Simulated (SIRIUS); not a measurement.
A self-consistent single point of Au (Fm-3m, 4 atoms in the cell; from Materials Project mp-81, changed as shown).

```xyz
4
Lattice="4.0204 0.0000 0.0000 0.0000 4.0204 0.0000 0.0000 0.0000 4.0204" Properties=species:S:1:pos:R:3 pbc="T T T"
Au     0.0000     0.0000     0.0000
Au     0.0000     2.0102     2.0102
Au     2.0102     0.0000     2.0102
Au     2.0102     2.0102     0.0000
```

Level of theory: LDA (PW92), GBRV LDA ultrasoft pseudopotentials (plane waves; SIRIUS 7.12.0).

SIRIUS settings:

| setting | value |
|---|---|
| parameters.ngridk | 8 8 8 |
| parameters.xc_functionals | [XC_LDA_X, XC_LDA_C_PW] |
| parameters.gk_cutoff | 6.325 1/bohr |
| parameters.pw_cutoff | 14.143 1/bohr |
| parameters.smearing | fermi_dirac |
| parameters.smearing_width | 0.00499791 Ha |
| potentials | GBRV LDA ultrasoft pseudopotentials |
| parameters.electronic_structure_method | pseudopotential |
| parameters.num_bands | 26 |
| parameters.num_mag_dims | 0 |
| parameters.num_dft_iter | 100 |
| parameters.energy_tol | 1e-07 Ha |
| parameters.density_tol | 1e-06 |
| mixer.type | anderson |
| mixer.beta | 0.7 |
| mixer.use_hartree | false |

Results:

- Number of valence electrons: 44
- Number of bands: 26
- Number of k-points after the program's reduction: 35
- Number of plane waves (most at a k-point): 1888
- Number of SCF iterations: 26
- FFT grid: 40 × 40 × 40
- Free energy E − TS: -6255.2285 eV
- Fermi level (on the code's own zero): 16.39 eV
- Pressure: 3.94 GPa

Stress (GPa, positive for compression):
```
3.94  0.00  0.00
0.00  3.94  0.00
0.00  0.00  3.94
```

For comparison: a first run was changed to give this one (lattice scaled by 0.98), and from it to this one the free energy drops by 12.6 meV/atom and the pressure goes from -7.21 to 3.94 GPa.

The structure comes from a collection of computed structures, made at another level of theory; the collection holds predicted forms beside known ones. Its lattice was then scaled.

Cost on one core: very roughly 40 core-seconds.
